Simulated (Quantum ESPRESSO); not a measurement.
TaTi2O5F3, one run as intended and one with a planted mistake

A calculation, not a measurement. The program is pw.x of Quantum ESPRESSO 7.5 (plane-wave density functional theory). The cell is made up: 11 atoms on a rutile lattice with one site empty, with randomly drawn elements, strain and displacements, not relaxed. PseudoDojo standard norm-conserving files (v0.5 for PBE, v0.4.1 for LDA and PBEsol) set the functional; there is no spin polarisation, spin-orbit coupling or dispersion term, and the masses in the input are unused placeholders.

Intended input:

```
&control calculation='scf', pseudo_dir='./dojo.nc.sr.pbe.v0_5.standard.upf', outdir='./o', disk_io='low', tprnfor=.true., tstress=.true. /
&system ibrav=0, nat=11, ntyp=4, nbnd=50, ecutwfc=84.00895049, nosym=.true., tot_charge=0,
 occupations='smearing', smearing='fd', degauss=0.0018374661
/
&electrons conv_thr=7.350e-09, electron_maxstep=60, /
ATOMIC_SPECIES
F 1.0 F.upf
O 1.0 O.upf
Ta 1.0 Ta.upf
Ti 1.0 Ti.upf
CELL_PARAMETERS angstrom
4.7097 0.0 0.0
0.0 4.7097 0.0
0.0 0.0 6.0162
ATOMIC_POSITIONS angstrom
Ta -0.0675 -0.0304 -0.0252
Ti -0.0131 0.0426 2.9741
Ti 2.3468 2.3511 4.5456
O 1.4247 1.4526 -0.0124
F 3.2555 3.33 0.045
O 3.8134 0.9038 1.5543
F 0.9128 3.7895 1.5142
F 1.4292 1.4162 3.0598
O 3.2834 3.2869 3.0171
O 3.7961 0.9035 4.5197
O 0.947 3.7814 4.53
K_POINTS automatic
5 5 4 1 1 1
```

The log is shortened where brackets say so; the opening notice, blank lines, dates and the lines on written files are dropped, and the path of the files is cut. It prints rydbergs, bohrs and kilobars, and counts compression as positive stress. Where no state is partly filled, the Fermi energy that it prints is only some level between the filled and the empty states on the mesh, and need not lie in the true gap.

Log of the intended run:

```
     Program PWSCF v.7.5
     Parallel version (MPI & OpenMP), running on       4 processor cores
     Number of MPI processes:                 4
     Threads/MPI process:                     1
     [start-up lines left out]
     bravais-lattice index     =            0
     lattice parameter (alat)  =       8.9000  a.u.
     unit-cell volume          =     900.5449 (a.u.)^3
     number of atoms/cell      =           11
     number of atomic types    =            4
     number of electrons       =        88.00
     number of Kohn-Sham states=           50
     kinetic-energy cutoff     =      84.0090  Ry
     charge density cutoff     =     336.0358  Ry
     scf convergence threshold =      7.3E-09
     mixing beta               =       0.7000
     number of iterations used =            8  plain     mixing
     Exchange-correlation= PBE
                           (   1   4   3   4   0   0   0)
     [axes and pseudopotential details left out]
   Cartesian axes
     site n.     atom                  positions (alat units)
         1        Ta     tau(   1) = (  -0.0143321  -0.0064548  -0.0053507  )
         2        Ti     tau(   2) = (  -0.0027815   0.0090452   0.6314840  )
         3        Ti     tau(   3) = (   0.4982908   0.4992038   0.9651570  )
         4        O      tau(   4) = (   0.3025033   0.3084273  -0.0026329  )
         5        F      tau(   5) = (   0.6912330   0.7070514   0.0095547  )
         6        O      tau(   6) = (   0.8096906   0.1919018   0.3300210  )
         7        F      tau(   7) = (   0.1938128   0.8046160   0.3215067  )
         8        F      tau(   8) = (   0.3034588   0.3006986   0.6496804  )
         9        O      tau(   9) = (   0.6971569   0.6979001   0.6406141  )
        10        O      tau(  10) = (   0.8060174   0.1918381   0.9596577  )
        11        O      tau(  11) = (   0.2010744   0.8028962   0.9618447  )
     number of k points=    50  Fermi-Dirac smearing, width (Ry)=  0.0018
                       cart. coord. in units 2pi/alat
        k(    1) = (   0.1000000   0.1000000   0.0978545), wk =   0.0400000
        k(    2) = (   0.1000000   0.1000000   0.2935636), wk =   0.0400000
     [further k points left out]
     Dense  grid:    93591 G-vectors     FFT dimensions: (  54,  54,  72)
     Estimated max dynamical RAM per process >     268.16 MB
     Estimated total dynamical RAM >    1004.10 MB
     Initial potential from superposition of free atoms
     starting charge      87.9959, renormalised to      88.0000
     Starting wfcs are   62 randomized atomic wfcs
     total cpu time spent up to now is        6.9 secs
     per-process dynamical memory:   207.5 Mb
     Self-consistent Calculation
     iteration #  1     ecut=    84.01 Ry     beta= 0.70
     Davidson diagonalization with overlap
     ethr =  1.00E-02,  avg # of iterations =  2.0
     total cpu time spent up to now is       17.1 secs
     total energy              =    -679.28735913 Ry
     estimated scf accuracy    <       4.70239279 Ry
     iteration #  2     ecut=    84.01 Ry     beta= 0.70
     Davidson diagonalization with overlap
     ethr =  5.34E-03,  avg # of iterations =  8.6
     total cpu time spent up to now is       36.7 secs
     total energy              =    -672.81268917 Ry
     estimated scf accuracy    <      75.65181620 Ry
     [iterations 3 to 17 left out]
     iteration # 18     ecut=    84.01 Ry     beta= 0.70
     Davidson diagonalization with overlap
     ethr =  8.16E-11,  avg # of iterations =  6.2
     total cpu time spent up to now is      235.5 secs
     total energy              =    -681.92284756 Ry
     estimated scf accuracy    <       0.00000001 Ry
     iteration # 19     ecut=    84.01 Ry     beta= 0.70
     Davidson diagonalization with overlap
     ethr =  1.36E-11,  avg # of iterations =  5.3
     total cpu time spent up to now is      248.5 secs
     End of self-consistent calculation
     [lines on levels left out]
     the Fermi energy is     7.9298 ev
!    total energy              =    -681.92284756 Ry
     estimated scf accuracy    <          4.4E-09 Ry
     smearing contrib. (-TS)   =      -0.00000000 Ry
     internal energy E=F+TS    =    -681.92284756 Ry
     The total energy is F=E-TS. E is the sum of the following terms:
     one-electron contribution =    -280.50741716 Ry
     hartree contribution      =     179.89928197 Ry
     xc contribution           =    -138.92298524 Ry
     ewald contribution        =    -442.39172713 Ry
     convergence has been achieved in  19 iterations
     Forces acting on atoms (cartesian axes, Ry/au):
     atom    1 type  3   force =     0.09563112    0.17915179    0.04133874
     atom    2 type  4   force =    -0.13309359   -0.05323608   -0.03941052
     atom    3 type  4   force =    -0.02928601    0.00133045   -0.05191872
     atom    4 type  2   force =    -0.03667440   -0.04910248   -0.07665130
     atom    5 type  1   force =    -0.01388135   -0.02620176   -0.01359560
     atom    6 type  2   force =     0.07001997   -0.06910209   -0.02019292
     atom    7 type  1   force =     0.00894295   -0.00841637   -0.00504683
     atom    8 type  1   force =    -0.00419517   -0.00646773    0.02974907
     atom    9 type  2   force =     0.04682685    0.03941473    0.09808267
     atom   10 type  2   force =    -0.00545076    0.00323684    0.01579812
     atom   11 type  2   force =     0.00116040   -0.01060729    0.02184729
     Total force =     0.323659     Total SCF correction =     0.000142
     Computing stress (Cartesian axis) and pressure
          total   stress  (Ry/bohr**3)                   (kbar)     P=      -59.91
  -0.00036935  -0.00027861   0.00036793          -54.33      -40.98       54.12
  -0.00027861  -0.00037425   0.00026442          -40.98      -55.05       38.90
   0.00036793   0.00026442  -0.00047817           54.12       38.90      -70.34
     init_run     :      5.71s CPU      5.95s WALL (       1 calls)
     electrons    :    240.81s CPU    241.56s WALL (       1 calls)
     forces       :      2.30s CPU      2.33s WALL (       1 calls)
     stress       :      7.74s CPU      7.74s WALL (       1 calls)
     [timing details left out]
     PWSCF        :   4m17.61s CPU   4m18.73s WALL
     JOB DONE.
```

A second run has one planted mistake: the files are those of another functional. The input lines that differ, file-writing options aside:

```
- &control calculation='scf', pseudo_dir='./dojo.nc.sr.pbe.v0_5.standard.upf', outdir='./o', disk_io='low', tprnfor=.true., tstress=.true. /
+ &control calculation='scf', pseudo_dir='./dojo.nc.sr.lda.v0_4_1.standard.upf', outdir='./o', disk_io='low', tprnfor=.true., tstress=.true. /
```

Its log:

```
     Program PWSCF v.7.5
     Parallel version (MPI & OpenMP), running on       4 processor cores
     Number of MPI processes:                 4
     Threads/MPI process:                     1
     [start-up lines left out]
     bravais-lattice index     =            0
     lattice parameter (alat)  =       8.9000  a.u.
     unit-cell volume          =     900.5449 (a.u.)^3
     number of atoms/cell      =           11
     number of atomic types    =            4
     number of electrons       =        88.00
     number of Kohn-Sham states=           50
     kinetic-energy cutoff     =      84.0090  Ry
     charge density cutoff     =     336.0358  Ry
     scf convergence threshold =      7.3E-09
     mixing beta               =       0.7000
     number of iterations used =            8  plain     mixing
     Exchange-correlation= SLA  PW   NOGX NOGC
                           (   1   4   0   0   0   0   0)
     [axes and pseudopotential details left out]
   Cartesian axes
     site n.     atom                  positions (alat units)
         1        Ta     tau(   1) = (  -0.0143321  -0.0064548  -0.0053507  )
         2        Ti     tau(   2) = (  -0.0027815   0.0090452   0.6314840  )
         3        Ti     tau(   3) = (   0.4982908   0.4992038   0.9651570  )
         4        O      tau(   4) = (   0.3025033   0.3084273  -0.0026329  )
         5        F      tau(   5) = (   0.6912330   0.7070514   0.0095547  )
         6        O      tau(   6) = (   0.8096906   0.1919018   0.3300210  )
         7        F      tau(   7) = (   0.1938128   0.8046160   0.3215067  )
         8        F      tau(   8) = (   0.3034588   0.3006986   0.6496804  )
         9        O      tau(   9) = (   0.6971569   0.6979001   0.6406141  )
        10        O      tau(  10) = (   0.8060174   0.1918381   0.9596577  )
        11        O      tau(  11) = (   0.2010744   0.8028962   0.9618447  )
     number of k points=    50  Fermi-Dirac smearing, width (Ry)=  0.0018
                       cart. coord. in units 2pi/alat
        k(    1) = (   0.1000000   0.1000000   0.0978545), wk =   0.0400000
        k(    2) = (   0.1000000   0.1000000   0.2935636), wk =   0.0400000
     [further k points left out]
     Dense  grid:    93591 G-vectors     FFT dimensions: (  54,  54,  72)
     Estimated max dynamical RAM per process >     268.16 MB
     Estimated total dynamical RAM >    1004.10 MB
     Initial potential from superposition of free atoms
     starting charge      87.9965, renormalised to      88.0000
     Starting wfcs are   62 randomized atomic wfcs
     total cpu time spent up to now is        8.6 secs
     per-process dynamical memory:   207.4 Mb
     Self-consistent Calculation
     iteration #  1     ecut=    84.01 Ry     beta= 0.70
     Davidson diagonalization with overlap
     ethr =  1.00E-02,  avg # of iterations =  2.0
     total cpu time spent up to now is       25.0 secs
     total energy              =    -678.70228495 Ry
     estimated scf accuracy    <       4.47697610 Ry
     iteration #  2     ecut=    84.01 Ry     beta= 0.70
     Davidson diagonalization with overlap
     ethr =  5.09E-03,  avg # of iterations =  8.6
     total cpu time spent up to now is       56.4 secs
     total energy              =    -672.52442823 Ry
     estimated scf accuracy    <      73.07130517 Ry
     [iterations 3 to 18 left out]
     iteration # 19     ecut=    84.01 Ry     beta= 0.70
     Davidson diagonalization with overlap
     ethr =  1.08E-11,  avg # of iterations =  6.8
     total cpu time spent up to now is      286.0 secs
     total energy              =    -681.25528324 Ry
     estimated scf accuracy    <       0.00000002 Ry
     iteration # 20     ecut=    84.01 Ry     beta= 0.70
     Davidson diagonalization with overlap
     ethr =  1.08E-11,  avg # of iterations =  4.6
     total cpu time spent up to now is      297.8 secs
     End of self-consistent calculation
     [lines on levels left out]
     the Fermi energy is     7.5121 ev
!    total energy              =    -681.25528324 Ry
     estimated scf accuracy    <          6.6E-10 Ry
     smearing contrib. (-TS)   =      -0.00000000 Ry
     internal energy E=F+TS    =    -681.25528324 Ry
     The total energy is F=E-TS. E is the sum of the following terms:
     one-electron contribution =    -280.93523047 Ry
     hartree contribution      =     178.68570697 Ry
     xc contribution           =    -136.61403261 Ry
     ewald contribution        =    -442.39172713 Ry
     convergence has been achieved in  20 iterations
     Forces acting on atoms (cartesian axes, Ry/au):
     atom    1 type  3   force =     0.09081625    0.17353254    0.04102835
     atom    2 type  4   force =    -0.13113232   -0.05143109   -0.04177461
     atom    3 type  4   force =    -0.03068459    0.00123951   -0.05071588
     atom    4 type  2   force =    -0.04098912   -0.05354713   -0.08787475
     atom    5 type  1   force =    -0.00224788   -0.01467837   -0.02489826
     atom    6 type  2   force =     0.08491304   -0.08511310   -0.02356606
     atom    7 type  1   force =    -0.00840927    0.00824874   -0.01049812
     atom    8 type  1   force =    -0.00749772   -0.00945079    0.04097380
     atom    9 type  2   force =     0.04869080    0.04144408    0.10682968
     atom   10 type  2   force =     0.00211065   -0.00542055    0.02229306
     atom   11 type  2   force =    -0.00556983   -0.00482385    0.02820279
     Total force =     0.334993     Total SCF correction =     0.000068
     Computing stress (Cartesian axis) and pressure
          total   stress  (Ry/bohr**3)                   (kbar)     P=     -170.42
  -0.00108687  -0.00029756   0.00035761         -159.88      -43.77       52.61
  -0.00029756  -0.00108906   0.00025657          -43.77     -160.21       37.74
   0.00035761   0.00025657  -0.00129950           52.61       37.74     -191.16
     init_run     :      6.51s CPU      6.77s WALL (       1 calls)
     electrons    :    288.50s CPU    289.21s WALL (       1 calls)
     forces       :      2.28s CPU      2.31s WALL (       1 calls)
     stress       :      7.25s CPU      7.26s WALL (       1 calls)
     [timing details left out]
     PWSCF        :   5m 6.42s CPU   5m 7.53s WALL
     JOB DONE.
```

|  | intended run | run with the mistake |
| --- | --- | --- |
| free energy (eV) | -9278.033 | -9268.950 |
| smearing term -TS (eV) | 0.0000 | 0.0000 |
| pressure (GPa) | -5.99 | -17.04 |
| largest force component (eV/Å) | 4.606 | 4.462 |
| largest change of a force component (eV/Å) |  | 0.446 |
| iterations | 19 | 20 |

For scale, a rerun of the intended cell at 1437 eV and a 7 x 7 x 6 mesh moved values by no more than 0.004 eV in energy, 0.03 GPa in stress and 0.002 eV/Å in force. Files of another functional have another zero of energy, so the energy change says nothing on stability.